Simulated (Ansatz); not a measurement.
Generalised stacking fault of PbTe (rock salt) on the {110} plane. The cell below holds the perfect crystal with the plane normal along z; tilting its third vector by the shift puts one fault into each cell, between planes 2.32 Å apart, at fixed cell height.

```yaml
crystal:
  lattice:
    - [4.64527, 0.00000, 0.00000]
    - [0.00000, 6.56940, 0.00000]
    - [2.32263, 3.28470, 6.96790]
  atoms:
    - { symbol: Te, position: [0.00000, 0.00000, 0.83333] }
    - { symbol: Te, position: [0.33333, 0.33333, 0.16667] }
    - { symbol: Te, position: [0.66667, 0.66667, 0.50000] }
    - { symbol: Pb, position: [0.00000, 0.50000, 0.83333] }
    - { symbol: Pb, position: [0.33333, 0.83333, 0.16667] }
    - { symbol: Pb, position: [0.66667, 0.16667, 0.50000] }
```

In-plane vectors a = (4.645, 0.000) Å, b = (0.000, 6.569) Å, area 30.52 Å². The shift is s times the vector a (length 4.645 Å), so s = 1 restores the start. The shift is rigid: no atom relaxes. γ = [E(shift) − E(0)] / area.

Level of theory: PBE (plane waves to 420 eV, PAW, scalar-relativistic; Ansatz, a quantum-chemistry and plane-wave program). k mesh 6×6×6 (Γ-centred), Fermi-Dirac smearing 0.05 eV. Energies are extrapolated to zero smearing. As the smearing reaches across the gap at some points, the k mesh leaves noise in γ, roughly 0.02 J/m² as judged from a few cases. Faults lie only 7.0 Å apart, and holding the cell height and the atoms raises γ above its relaxed value. PbTe was relaxed with its symmetry unable to fall. Spin-orbit coupling is left out, though Pb and Te are heavy. The PAW data are Ansatz's earlier set. γ is measured from zero shift. The last digit holds for this mesh only.

```
s      γ (J/m²)
-----  --------
0.000      0.00
0.083      0.11
0.167      0.46
0.250      1.08
0.333      1.91
0.417  withheld
0.500      3.00
0.583  withheld
0.667      1.91
0.750      1.08
0.833      0.46
0.917      0.11
```

**Question.** Fit a Fourier form (three harmonics of 1 − cos and sin) to the given rows and predict γ at s = 0.583.

**Answer.** Least squares on the 10 given rows: γ = (1.483)·[1 − cos(2πs)] + (-0.210)·[1 − cos(4πs)] + (0.017)·[1 − cos(6πs)], in J/m²; root-mean-square residual 0.000 J/m². At 0.583 the fit gives 2.68 J/m²; the calculation gives 2.68 J/m², the same to the digits shown. 

(The slope of γ gives the shear force per area between the displaced halves; near zero shift its curvature is an elastic stiffness.)
